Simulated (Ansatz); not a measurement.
BeTe:
```cif
data_Be4Te4
_chemical_formula_sum 'Te4 Be4'
_space_group_name_H-M_alt 'F-43m'
_space_group_IT_number 216
_space_group_name_Hall 'F -4 2 3'
_cell_length_a 5.66382
_cell_length_b 5.66382
_cell_length_c 5.66382
_cell_angle_alpha 90.000
_cell_angle_beta 90.000
_cell_angle_gamma 90.000
loop_
_atom_site_label
_atom_site_type_symbol
_atom_site_symmetry_multiplicity
_atom_site_Wyckoff_symbol
_atom_site_fract_x
_atom_site_fract_y
_atom_site_fract_z
_atom_site_occupancy
Te1 Te 4 c 0.25000 0.25000 0.25000 1
Be1 Be 4 a 0.00000 0.00000 0.00000 1
```
(The calculation used a cell of 2 atoms; values per cell refer to that cell.)

Relaxed with PBE. 

Problem. HSE06 on this cell (Ansatz, a program for electronic structure, PAW) gives a gap of 2.70 eV. What does PBE give?

Solution. 2.03 eV.

Cost on shared cores: the PBE run (SCF on a 9×9×9 mesh, then bands and DOS) around 15 core-seconds (rough), the HSE06 run (SCF on 6×6×6, then a few points) very roughly 100 core-seconds; the tasks are unlike.

The cell was relaxed with PBE under the symmetry of its start; of distortions, only those at the zone centre were tested. Spin–orbit coupling is left out wherever it is not named.

Potentials: the later of the program's two PAW sets.

Ansatz is a plane-wave DFT program.
